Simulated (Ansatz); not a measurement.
# Cs2ScF6: relaxation (Ansatz)

Launch command:

```bash
ansatz run input.yaml --threads 2 --pin off --max-ram 3584MiB --backend cpu --events-out ev --progress --plain --runs-dir out
```

Input:

```yaml
crystal:
  lattice:
    - [3.195522, 5.534804, 0.0]
    - [-3.195522, 5.534804, 0.0]
    - [0.0, 0.0, 4.995184]
  atoms:
    - { symbol: Sc, position: [0.0, 0.0, 0.0] }
    - { symbol: F, position: [0.16, 0.68, 0.198] }
    - { symbol: F, position: [0.16, 0.16, 0.198] }
    - { symbol: F, position: [0.68, 0.16, 0.198] }
    - { symbol: F, position: [0.84, 0.32, 0.802] }
    - { symbol: F, position: [0.32, 0.84, 0.802] }
    - { symbol: F, position: [0.84, 0.84, 0.802] }
    - { symbol: Cs, position: [0.3333, 0.3334, 0.692] }
    - { symbol: Cs, position: [0.6667, 0.6666, 0.308] }
  symmetry: { tolerance: 0.0003 }
kpoints:
  mp_grid: { grid: [5, 5, 6], shift: [0, 0, 0] }
magnetization:
  spin_polarized: false
scf:
  occupations: { method: fermi_dirac, width: 0.0124 }
  lower_state_search: "off"
hamiltonian:
  pseudopotentials: { kind: paw }
  xc: pbe
basis:
  ecutwfc: 420
  fft_grid_basis: typed
relax:
  max_steps: 40
  cell: { p_target: 0.0 }
  f_tol: 0.03
output:
  forces: true
  stress: true
  eigenvalues: true
  bader: true
  populations: true
  elf: true
  write_potential: true
  volumetric_format: npy
  dos:
    e_range: [-12, 8]
    de: 0.05
    projected: { site_lists: { Cs: [Cs], F: [F], Sc: [Sc] } }
checkpoint:
  read: saved_state
```

Origin of the cell: a known structure type with other elements, at an estimated volume, so it need not be a known compound.

The saved state is a converged single point of the same cell.

Steps («new basis» is an SCF on plane waves selected anew at the same cell):

```json
{"step": "1", "ΔF (meV/atom)": "0.0", "max force component (eV/Å)": "0.333", "P (GPa)": "1.19", "volume (Å³)": "176.70", "SCF iterations": "7", "step was": "accepted"}
{"step": "2", "ΔF (meV/atom)": "-12.1", "max force component (eV/Å)": "0.099", "P (GPa)": "-0.44", "volume (Å³)": "186.08", "SCF iterations": "8", "step was": "accepted"}
{"step": "3", "ΔF (meV/atom)": "-16.3", "max force component (eV/Å)": "0.026", "P (GPa)": "0.07", "volume (Å³)": "182.52", "SCF iterations": "8", "step was": "accepted"}
{"step": "4", "ΔF (meV/atom)": "-16.4", "max force component (eV/Å)": "0.010", "P (GPa)": "0.02", "volume (Å³)": "182.95", "SCF iterations": "7", "step was": "accepted"}
{"step": "5", "ΔF (meV/atom)": "-16.5", "max force component (eV/Å)": "0.007", "P (GPa)": "-0.01", "volume (Å³)": "183.42", "SCF iterations": "7", "step was": "accepted"}
{"step": "6", "ΔF (meV/atom)": "-18.8", "max force component (eV/Å)": "0.006", "P (GPa)": "0.22", "volume (Å³)": "183.42", "SCF iterations": "9", "step was": "new basis"}
{"step": "7", "ΔF (meV/atom)": "-18.5", "max force component (eV/Å)": "0.004", "P (GPa)": "0.05", "volume (Å³)": "185.35", "SCF iterations": "7", "step was": "accepted"}
{"step": "8", "ΔF (meV/atom)": "-18.4", "max force component (eV/Å)": "0.001", "P (GPa)": "0.00", "volume (Å³)": "185.71", "SCF iterations": "7", "step was": "accepted"}
{"step": "9", "ΔF (meV/atom)": "-19.1", "max force component (eV/Å)": "0.001", "P (GPa)": "0.03", "volume (Å³)": "185.71", "SCF iterations": "8", "step was": "new basis"}
{"step": "10", "ΔF (meV/atom)": "-19.0", "max force component (eV/Å)": "0.001", "P (GPa)": "0.00", "volume (Å³)": "186.08", "SCF iterations": "7", "step was": "accepted"}
{"step": "11", "ΔF (meV/atom)": "-19.1", "max force component (eV/Å)": "0.001", "P (GPa)": "0.00", "volume (Å³)": "186.08", "SCF iterations": "5", "step was": "new basis"}
```

Before:

Space group P-3m1 (No. 164); the run's cell has a = 6.391 Å, b = 6.391 Å, c = 4.995 Å, α = 90.00°, β = 90.00°, γ = 60.00°. Shortest distances: F–Sc 2.03 Å, F–F 2.66 Å, Cs–F 3.13 Å.

The relaxed structure.

Space group P-3m1 (No. 164); the run's cell has a = 6.491 Å, b = 6.491 Å, c = 5.100 Å, α = 90.00°, β = 90.00°, γ = 60.00°. Shortest distances: F–Sc 2.03 Å, F–F 2.79 Å, Cs–F 3.20 Å.

```xyz
9
Lattice="3.2454 5.6213 0.0000 -3.2454 5.6213 0.0000 0.0000 0.0000 5.0998" Properties=species:S:1:pos:R:3 pbc="T T T"
Sc    0.0000    0.0000    0.0000
F    -1.7699    4.7694    1.1077
F     0.0000    1.7037    1.1077
F     1.7699    4.7694    1.1077
F     1.7699    6.4731    3.9921
F    -1.7699    6.4731    3.9921
F     0.0000    9.5388    3.9921
Cs    0.0000    3.7475    3.5672
Cs    0.0000    7.4950    1.5326
```

| Property | Result |
| --- | --- |
| Free energy lowered by | 19.1 meV/atom |
| Volume change | 5.31 % |
| Final pressure | 0.00 GPa |
| Relaxation steps listed | 11 |
| Formation energy (elements under the same functional, gases as molecules, uncorrected) | -2.978 eV/atom |

Caveats: no moments, though an odd count or open d shells may carry them; the relaxation held the start's symmetry, so the end may be a saddle point.

It ran for 120 s on 2 threads of Arm Neoverse V1 (shared host), peak memory 0.58 GiB, from a saved density.
